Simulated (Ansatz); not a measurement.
**Non-collinear states of MnHg (P4/mmm)**

```xyz
4
Lattice="0.0000 0.0000 3.3130 3.2880 0.0000 0.0000 0.0000 6.5760 0.0000" Properties=species:S:1:pos:R:3 pbc="T T T"
Mn    1.6440    1.6440    1.6565
Mn    1.6440    4.9320    1.6565
Hg    0.0000    0.0000    0.0000
Hg    0.0000    3.2880    0.0000
```

The source of the geometry is a structure as deposited in COD, repeated to hold the magnetic orders; atoms and cell stay fixed.

Functional, mesh and filling: PBE, 11×11×6 k mesh, Fermi–Dirac smearing of 0.05 eV. PAW means Ansatz 0.2.0 on its default frozen-core files. Site moments are integrated in spheres about the atoms. Start moments (μB): Mn1 3.9, Mn2 3.9.

The runs use spinors without spin–orbit coupling. In the held states a penalty keeps the direction of every atom that starts with a moment, the untilted ones along z, with sizes free, and the energy is taken at the target. Energies count from the run that starts parallel.

```tsv
state	ΔF PAW (meV/atom)	largest moment, PAW (μB)	size of M, PAW (μB/cell)	directions kept
parallel moments on spinors	0.0	3.86	7.80	yes
Mn2 tilted by 20° from z and held	-1.3	3.85	7.66	yes
Mn2 tilted by 50° from z and held	-6.4	3.84	7.00	yes
Mn2 tilted by 90° from z and held	-15.0	3.83	5.44	yes
Mn2 tilted by 130° from z and held	-20.8	3.84	3.25	yes
Mn2 tilted by 160° from z and held	-22.0	3.85	1.34	yes
start Mn1↑ Mn2↓ on spinors	-22.0	3.85	0.00	yes
```

Q: Fit ΔF(θ) = A(1 − cos θ) + B sin²θ to the PAW points, the reversed state at 180° included. How well does a Heisenberg model do?

A: A = -11.1 and B = -4.1 meV/atom, with a worst miss of 0.2 meV/atom. B isn't small beside A, so the turn needs more than bilinear exchange between fixed moments (biquadratic terms or changing moment sizes).

For the state «Mn2 tilted by 90° from z and held», by PAW: Site moments (μB): Mn1 (-0.01, 0.00, 3.83); Mn2 (3.83, 0.00, -0.01); Hg3 (-0.01, 0.00, -0.01); Hg4 (-0.01, 0.00, -0.01). Cell moment 5.44 μB.

The Ansatz runs typed with the search for lower states off end where their start leads. Spin–orbit coupling is left out although heavy atoms are present. None of this fixes the real material's magnetic order: only patterns that fit the cell were computed, at zero temperature, with a functional that can overstate moments.
